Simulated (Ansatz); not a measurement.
Task: CuI (CsCl type, Pm-3m) is relaxed with DFT-PBEsol in the program Ansatz with PAW potentials. What lattice parameters of the conventional cell result?

Result: a = 3.540 Å.

Task: Is it a metal or does it have a gap at this level?

Result: No gap at this level.

The start of the workflow was typed in or built on a structure type; neither database checked (COD, Materials Project) lists it. It is not the phase usual at ambient conditions (space group No. 216). The PBEsol relaxation kept the symmetry of its start. At this level the phase is dynamically unstable (imaginary phonons). The workflow began spin-polarised and lost its moments. Its formation energy is positive at this level, so the cell may be metastable or incomplete. Spin–orbit coupling is left out wherever it is not named.

Potentials: the later of the program's two PAW sets.
